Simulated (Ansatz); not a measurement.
An Ansatz (a program for electronic structure) run. Input:

Ansatz 0.2 input:
```yaml
crystal:
  lattice:
    - [4.1989530582, 0.0, 0.0]
    - [0.0, 4.1989530582, 0.0]
    - [0.0, 0.0, 4.1989530582]
  atoms:
    - { symbol: Mg, position: [0.0, 0.0, 0.0] }
    - { symbol: Sr, position: [0.5, 0.5, 0.5] }
kpoints:
  mp_grid: { grid: [10, 10, 10] }
hamiltonian:
  xc: r2scan
  pseudopotentials: { kind: paw }
scf:
  occupations: { method: gaussian, width: 0.1 }
checkpoint: { read: metal.run }
output: { write_density: true, elf: true, volumetric_format: npy }
```

Output (shortened):

```
Pseudopotential: Mg, paw, valence charge 10
Pseudopotential: Sr, paw, valence charge 10
Functional definition: r2SCAN
Crystal: 2 atoms, lattice volume = 74.033 Å³
Basis set: ecut = 500 eV, 1863 PW (Γ), exchange–correlation on 128×128×128 points (64 copies of the dense FFT grid, shifted against one another)
Bands: 18, of which v1, the nominal top of the filled ones, is band 10 counted from 1 (9 counted from 0)
Symmetry: 48 space group operations
Space group: Pm-3m (ITA 221), of the structure as read, at distance tolerance 4.2e-5 Å
k-points: 56 of 1000
Stability of the state it starts from, as read at its close in the unpolarized treatment …
iter 1 solved again at ethr=4.68e-7 eV; its pass at ethr=3.10e-3 eV (dr2=9.36e-5 eV) is discarded
SCF iter   1: F=—  HF=-5481.628876 eV  |F-HF|=—  |Δ(HF+E_count)|=         —  Δρ=2.26e-6  dr2=2.06e-9  dr2_τ=1.10e-9  ethr=4.68e-7  ⟨swp⟩=3.8  Hψ=9240  notcnv=0
preconditioner: auto → Kerker (q_TF=auto, 2.194 Å⁻¹)
SCF iter   2: F=-5481.628877 eV  HF=-5481.628877 eV  |F-HF|=1.71e-10  |Δ(HF+E_count)|=   4.01e-8  Δρ=1.03e-6  dr2=4.21e-10  dr2_τ=9.90e-10  ethr=1.03e-11  ⟨swp⟩=7.7  Hψ=4937  notcnv=0
SCF 1 converged in 2 iterations: F = -5481.628877 eV  dr2 = 4.21e-10
SCF converged after 2 iterations
Free energy (F): -5481.628877 eV
Harris-Foulkes:  -5481.628877 eV  (|F-HF|=1.71e-10)
Internal energy: -5481.622203 eV  (E = F + TS)
E sigma→0 (E₀):  -5481.625540 eV
Entropy (-TS):   -0.006674 eV (-3.337 meV/atom)
Fermi energy:    5.307895 eV
--- Per-component energies (eV) ---
  E_band       = -509.608157
  E_kinetic    = 316.987680
  E_local      = -2458.773442  (includes V_loc(G=0)·N_el)
  E_nonlocal   = 297.824072
  E_hartree    = 810.403608
  E_xc         = -187.675489
  E_vxc        = -212.689820  (∫ρ·V_xc dr)
  E_paw        = -3012.198825  (= ΣΔE_a)
  E_vpaw       = -85.532137  (= ΣTr[D̂ρ^β])
  E_aug_tail   = -0.000002  (compensation charges beyond the density's cutoff)
  E_vtau       = 11.768742  (kinetic-family band-sum trace: ∫τ·v_τ [+ j·A + Jᵃ·Aᵃ] dr)
  E_ewald      = -1248.017560
  E_core_change = -0.172245  (= ΣΔE_core)
  E_smearing   = -0.006674  (= −TS)
  E_closure    = 0.000000  (closes the sum)
  Σ components = -5481.628877   (vs F -5481.628877, Δ=0.00e0)
  [band-id]    e_kinetic+e_local+e_nonlocal+2·e_hartree+e_vxc+e_vpaw+e_augmentation_tail+e_vtau = -509.607690   (vs E_band -509.608157, Δ=4.66e-4)
--- Band table (eV; the first three rows and the last of 56) ---
  k-point 0: bands = ["-73.6470", "-38.7445", "-38.7445", "-38.7445", "-31.9581", "-13.2926", "-13.2926", "-13.2926", "0.3379", "6.4219", "6.4219", "9.1911", "9.1911", "9.1911", "10.3078", "10.3078", "10.3078", "12.9029"]
  k-point 1: bands = ["-73.6470", "-38.7445", "-38.7445", "-38.7445", "-31.9575", "-13.3063", "-13.2913", "-13.2913", "0.4447", "6.2356", "6.4880", "8.9389", "8.9389", "9.0931", "10.3379", "10.5876", "10.5876", "13.2416"]
  k-point 2: bands = ["-73.6470", "-38.7447", "-38.7445", "-38.7445", "-31.9558", "-13.3420", "-13.2881", "-13.2881", "0.7586", "5.6255", "6.6780", "8.5074", "8.5074", "9.2092", "10.4197", "11.1202", "11.1202", "12.5603"]
  k-point 55: bands = ["-73.6470", "-38.7449", "-38.7449", "-38.7449", "-31.9389", "-13.3939", "-13.3939", "-13.3939", "4.8191", "4.8191", "4.8191", "6.1213", "8.5878", "8.5878", "8.5878", "11.7157", "11.7157", "12.5894"]
```

Cost: very roughly 6 core-seconds on shared cores.

The workflow started from an entry of the Crystallography Open Database (COD). Its standing as an ambient phase is unchecked. Symmetry was held in the r²SCAN relaxation; whether a distortion lowers the energy is not shown. The volume moved by 25 % from the start of the relaxation. Spin–orbit coupling is left out wherever it is not named.

Potentials: the later of the program's two PAW sets.

Ansatz is a plane-wave DFT program.
